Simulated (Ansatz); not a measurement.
Consider the following.

SnTe2:
```cif
data_Sn3Te6
_chemical_formula_sum 'Sn3 Te6'
_space_group_name_H-M_alt 'R-3m :H'
_space_group_IT_number 166
_space_group_name_Hall '-R 3 2"'
_cell_length_a 4.16663
_cell_length_b 4.16663
_cell_length_c 19.20952
_cell_angle_alpha 90.000
_cell_angle_beta 90.000
_cell_angle_gamma 120.000
loop_
_atom_site_label
_atom_site_type_symbol
_atom_site_symmetry_multiplicity
_atom_site_Wyckoff_symbol
_atom_site_fract_x
_atom_site_fract_y
_atom_site_fract_z
_atom_site_occupancy
Sn1 Sn 3 a 0.00000 0.00000 0.00000 1
Te1 Te 6 c 0.00000 0.00000 0.24273 1
```
(The calculation used a cell of 3 atoms; values per cell refer to that cell.)

This is the r²SCAN+D4-relaxed structure.

Problem. All from the program Ansatz at the r²SCAN+D4 level (PAW), unless another level is named. Give the electronic character.

Solution. metallic (no gap).

Problem. And the formation energy from the elements (no fitted shifts)?

Solution. -0.13 eV/atom.

Problem. What about the density of states at the Fermi level?

Solution. 0.49 states/eV per atom (mean over ±0.08 eV).

A made-up cell: these elements were put on the sites of a structure type; neither database checked (COD, Materials Project) lists it. Whether it is the stable phase at ambient conditions was not checked. The cell was relaxed with r²SCAN+D4 under the symmetry of its start; whether a distortion lowers the energy is not shown. The references are the lowest solids computed at this level, not always the standard phases. Scalar-relativistic: spin–orbit coupling is off unless named, which matters more the heavier the elements.

Potentials: the earlier of the program's two PAW sets.
